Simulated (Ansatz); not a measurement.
**Gd2SO2 (Ce2O2S-type structure): exchange between two sublattices**

Computed with Ansatz (plane waves, PAW): LDA+U, U_eff = 6.0 eV (Dudarev form) on Gd f, fully localised double counting, scalar-relativistic datasets, 420 eV, PAW set soft_2 (made for PBE), 6×6×3 mesh, Gaussian smearing of 0.05 eV.

```xyz
5
Lattice="3.8735 0.0000 0.0000 -1.9368 3.3546 0.0000 0.0000 0.0000 6.5975" Properties=species:S:1:pos:R:3 pbc="T T T"
Gd    0.0000    2.2364    1.8473
Gd    1.9368    1.1182    4.7502
O     0.0000    2.2364    4.1565
O     1.9368    1.1182    2.4411
S     0.0000    0.0000    0.0000
```

The cell is an idealised prototype at the compound's measured volume; the real structure may be a distorted variant.

Cell and atoms stay fixed; no spin–orbit coupling. The cell holds two magnetic ions, atoms 1 and 2, and the lowest free states with their moments parallel and opposed are compared.

Q: Which order lies lower, by how much, and what else changes?

A: The opposed one, by 1.1 meV/atom (2.8 meV per magnetic ion). Parallel: gap 2.62 eV, moments Gd 6.85 μB (cell 14.00 μB), pressure -6.2 GPa. Opposed: gap 2.88 eV, moments Gd 6.86, -6.86 μB, pressure -6.2 GPa.

Both states fill the shells alike (parallel: Gd 7↑ 0↓, 7.04 e; opposed: Gd 7↑ 0↓, 7.04 e; Gd 0↑ 7↓, 7.04 e; their occupation matrices agree within 0.15, spins exchanged on the turned ion), so they differ in the order of the moments and not in the filling. A natural orbital (eigenvector of a shell's occupation matrix) is counted as filled above 0.75 (0.9 in a metal) and as partly filled from 0.35 up to that; ↑ and ↓ are the spin channels. The gap is wider by 0.26 eV with opposed moments; with parallel ones the gaps within each spin are 2.62 and 3.17 eV. With spin off the cell lies 4127.5 meV/atom from the lower state (gap zero (metallic)).

In the opposed pattern, atom 1 has 3 of its 3 magnetic neighbours at 3.66 Å, 0 of 6 at 3.87 Å, 3 of 3 at 4.32 Å, 3 of 3 at 5.33 Å turned against it; the energy difference holds only the couplings to turned neighbours.

Q: The moments are now held at an angle, ending 90° apart (non-collinear spin). What is the energy against the parallel state?

A: A Heisenberg form, E(θ) − E(0°) = [E(180°) − E(0°)] (1 − cos θ)/2, gives -5.6 × (1 − cos 90.0°)/2 = -2.8 meV per cell; the run gave -2.8 meV. The form holds well.

In the lower state the fixed cell carries a pressure of -6.2 GPa and forces up to 0.36 eV/Å; relaxing would change energies and could change the order of close states.

Only these patterns were run; an order that needs another cell may lie lower. At this level the cell was started in 17 ways, of which 2 didn't converge. For metallic states the mesh is coarse, so energy differences carry some meV/atom. Spin–orbit coupling is left out. U wasn't fitted or computed for this material, so the results show what this U gives and needn't match the real solid. Gaps are Kohn–Sham gaps over the k-mesh alone and may be smaller between its points.
